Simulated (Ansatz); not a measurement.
One stationary structure of CdS. Space group P3m1 (No. 156). All values below come from PBEsol (plane waves to 420 eV, PAW, scalar-relativistic; Ansatz, a first-principles code).

```cif
data_Cd2S2
_chemical_formula_sum 'Cd2 S2'
_space_group_name_H-M_alt 'P 1'
_space_group_IT_number 1
_cell_length_a 3.99946
_cell_length_b 3.99946
_cell_length_c 6.52930
_cell_angle_alpha 90.000
_cell_angle_beta 90.000
_cell_angle_gamma 120.000
loop_
_space_group_symop_operation_xyz
  'x, y, z'
loop_
_atom_site_label
_atom_site_type_symbol
_atom_site_fract_x
_atom_site_fract_y
_atom_site_fract_z
_atom_site_occupancy
Cd1 Cd 0.66667 0.33333 0.96379 1
Cd2 Cd 0.00000 0.00000 0.43065 1
S1 S 0.33333 0.66667 0.26047 1
S2 S 0.00000 0.00000 0.80922 1
```

For CdS, the volume per atom is 22.61 Å³. The band gap is 0.80 eV, indirect (valence top at A, conduction bottom at Γ) (no spin-orbit coupling). The smallest direct gap is 1.07 eV at Γ and the shortest distances comes out as Cd–S 2.47 Å. The k-mesh comes out as 10×10×5.

Band energies at high-symmetry points (eV from the VBM; labels of this space group; no spin-orbit coupling), from −5 eV up to 5.8 eV:

```csv
point,energies
Γ,-4.59 -0.46 -0.46 -0.27 -0.27 -0.26 0.80 3.42
M,-4.49 -3.49 -2.88 -2.03 -1.30 -0.39 2.45 3.93 4.84
K,-4.35 -3.69 -2.60 -2.33 -2.10 -1.17 2.50 4.91
A,-3.08 -2.61 -0.68 -0.68 0.00 0.00 2.67 3.33 5.33
L,-4.64 -4.12 -1.55 -1.49 -1.21 -1.01 1.85 3.60 5.18
H,-4.24 -3.88 -3.03 -2.92 -1.17 -0.43 3.79 3.80 5.20 5.51
```

No spin polarisation in the result.

The run could not lose the symmetry of its start.

The first start was generated by a random draw of sites in a space group. Materials Project lists a structure of CdS in the same space group, P3m1 (No. 156); the sites were not compared with it, nor with measured phases. Known forms of CdS include space group No. 186, 216.
